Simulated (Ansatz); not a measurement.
AlCo (CsCl type, Pm-3m) under volume change, r²SCAN (plane waves, PAW; program Ansatz), scaled uniformly.

```json
[
 {"V (Å³/atom)": "10.248", "E − E(relaxed) (meV/atom)": "65.3", "P (GPa)": "22.51"},
 {"V (Å³/atom)": "10.586", "E − E(relaxed) (meV/atom)": "27.3", "P (GPa)": "13.72"},
 {"V (Å³/atom)": "10.924", "E − E(relaxed) (meV/atom)": "6.5", "P (GPa)": "6.22"},
 {"V (Å³/atom)": "11.262", "E − E(relaxed) (meV/atom)": "0.0", "P (GPa)": "0.00"},
 {"V (Å³/atom)": "11.600", "E − E(relaxed) (meV/atom)": "5.9", "P (GPa)": "-5.45"},
 {"V (Å³/atom)": "11.937", "E − E(relaxed) (meV/atom)": "___", "P (GPa)": "___"},
 {"V (Å³/atom)": "12.275", "E − E(relaxed) (meV/atom)": "___", "P (GPa)": "___"}
]
```

Question: What belongs in the gaps?

Answer: 
- 12.275, E − E(relaxed) (meV/atom): 47.7
- 12.275, P (GPa): -13.74
- 11.937, E − E(relaxed) (meV/atom): 22.4
- 11.937, P (GPa): -10.09

Question: What does a third-order Birch–Murnaghan fit give for V₀, B₀ and B′?

Answer: V₀ = 11.26 Å³/atom, B₀ = 194 GPa, B′ = 4.5.

The cell was relaxed with r²SCAN under the symmetry of its start. Magnetic state: ferromagnetic, the only order run, not a proven ground state. The cell computed holds one magnetic atom, so no antiferromagnetic order was within reach. Other orbital occupations within this spin state were not tried.

Potentials: the later of the program's two PAW sets.
